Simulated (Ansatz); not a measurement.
B$_{2}$O$_{3}$:
```yaml
crystal:
  lattice:
    - [4.34806, 0.00000, 0.00000]
    - [-2.17403, 3.76553, 0.00000]
    - [0.00000, 0.00000, 8.36914]
  atoms:
    - { symbol: B, position: [0.76774, 0.60150, 0.77479] }
    - { symbol: B, position: [0.39850, 0.16623, 0.10812] }
    - { symbol: B, position: [0.83377, 0.23226, 0.44146] }
    - { symbol: B, position: [0.60150, 0.76774, 0.22521] }
    - { symbol: B, position: [0.16623, 0.39850, 0.89188] }
    - { symbol: B, position: [0.23226, 0.83377, 0.55854] }
    - { symbol: O, position: [0.14690, 0.54905, 0.46028] }
    - { symbol: O, position: [0.45095, 0.59785, 0.79362] }
    - { symbol: O, position: [0.40215, 0.85310, 0.12695] }
    - { symbol: O, position: [0.54905, 0.14690, 0.53972] }
    - { symbol: O, position: [0.59785, 0.45095, 0.20638] }
    - { symbol: O, position: [0.85310, 0.40215, 0.87305] }
    - { symbol: O, position: [0.00000, 0.84080, 0.66667] }
    - { symbol: O, position: [0.15920, 0.15920, 0.00000] }
    - { symbol: O, position: [0.84080, 0.00000, 0.33333] }
```

Relaxed with PBEsol. Independent-particle spectrum: no excitons, no local fields, no scissors shift; 0.1 eV broadening; ε₁ of the summed bands alone.

Tabulate the dielectric function from the program Ansatz at the PBEsol level (PAW).



```csv
E (eV),ε₁ xx,ε₂ xx,ε₁ zz,ε₂ zz
0.0,2.87,0.00,2.74,0.00
0.3,2.87,0.00,2.74,0.00
0.6,2.87,0.00,2.74,0.00
0.9,2.88,0.00,2.75,0.00
1.2,2.89,0.00,2.76,0.00
1.5,2.91,0.00,2.77,0.00
1.8,2.92,0.00,2.79,0.00
2.1,2.95,0.00,2.81,0.00
2.4,2.97,0.00,2.84,0.00
2.7,3.01,0.00,2.87,0.00
3.0,3.04,0.00,2.90,0.00
3.3,3.09,0.00,2.94,0.00
3.6,3.14,0.00,2.99,0.00
3.9,3.20,0.00,3.04,0.00
4.2,3.27,0.00,3.11,0.00
4.5,3.36,0.00,3.19,0.00
4.8,3.47,0.00,3.29,0.00
5.1,3.60,0.00,3.41,0.00
5.4,3.77,0.00,3.57,0.00
5.7,4.00,0.00,3.79,0.00
6.0,4.34,0.00,4.12,0.00
6.3,4.91,0.00,4.75,0.00
6.6,6.56,0.26,7.11,1.54
6.9,5.83,4.18,3.35,3.01
7.2,3.86,4.02,3.45,2.34
7.5,3.16,3.24,3.30,2.30
7.8,2.67,3.56,3.21,2.48
8.1,1.85,2.98,2.74,2.30
8.4,2.11,2.14,2.85,2.27
8.7,2.35,2.25,2.62,2.53
9.0,2.27,2.02,2.48,1.88
9.3,2.49,2.31,2.67,2.40
9.6,2.42,2.35,2.80,1.99
9.9,1.80,2.42,2.28,3.02
10.2,2.02,2.29,2.15,2.75
10.5,1.60,2.25,1.47,3.21
10.8,1.67,1.94,0.91,1.98
11.1,1.79,1.95,1.44,1.69
11.4,1.56,1.98,1.55,1.70
11.7,1.41,1.67,1.67,1.85
12.0,1.74,1.39,1.57,1.72
```

From ε at 8.1 eV (xx: 1.85 + 2.98i), find n, k, the normal reflectivity and the absorption coefficient.

n = 1.64, k = 0.910, R = 16 %, α = 2kE/ħc = 750000 cm⁻¹.

With all bands, ε∞ without local fields is 3.07 (xx = yy), 2.97 (zz). DFPT, with local fields, gives 2.90 (xx = yy), 2.85 (zz).

Space group P3_121. The workflow started from a Materials Project entry (that database holds measured and hypothetical structures alike); the Crystallography Open Database files this formula in space group No. 152, but the cells were not matched. Its standing as an ambient phase is unchecked. The PBEsol relaxation kept the symmetry of its start; phonons on a q-mesh show no instability.

Potentials: the earlier of the program's two PAW sets.
